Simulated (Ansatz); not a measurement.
La$_{3}$In:
```cif
data_InLa3
_chemical_formula_sum 'La3 In1'
_space_group_name_H-M_alt 'Pm-3m'
_space_group_IT_number 221
_space_group_name_Hall '-P 4 2 3'
_cell_length_a 5.07563
_cell_length_b 5.07563
_cell_length_c 5.07563
_cell_angle_alpha 90.000
_cell_angle_beta 90.000
_cell_angle_gamma 90.000
loop_
_atom_site_label
_atom_site_type_symbol
_atom_site_symmetry_multiplicity
_atom_site_Wyckoff_symbol
_atom_site_fract_x
_atom_site_fract_y
_atom_site_fract_z
_atom_site_occupancy
La1 La 3 c 0.00000 0.50000 0.50000 1
In1 In 1 a 0.00000 0.00000 0.00000 1
```

Relaxed with r²SCAN.

Tabulate the valence density and the electron localisation function along the shortest La–In contact (3.59 Å), the program Ansatz at the r²SCAN level (PAW).



```csv
distance from La (Å),density (e/Å³),ELF
0.36,1.47,0.24
0.54,1.64,0.66
0.72,1.53,0.82
0.90,1.08,0.83
1.08,0.60,0.70
1.26,0.30,0.39
1.44,0.17,0.17
1.62,0.13,0.14
1.79,0.12,0.25
1.97,0.13,0.39
2.15,0.17,0.40
2.33,0.23,0.30
2.51,0.38,0.24
2.69,0.77,0.27
2.87,1.90,0.22
3.05,4.25,0.08
3.23,7.78,0.01
```

The density is the valence pseudo-density with augmentation charge, so density and ELF within about 1 Å of a nucleus are not all-electron values.

The workflow started from an entry of the Crystallography Open Database (COD). Its standing as an ambient phase is unchecked. The cell was relaxed with r²SCAN under the symmetry of its start; whether a distortion lowers the energy is not shown. Spin–orbit coupling is left out wherever it is not named.

Potentials: the later of the program's two PAW sets.
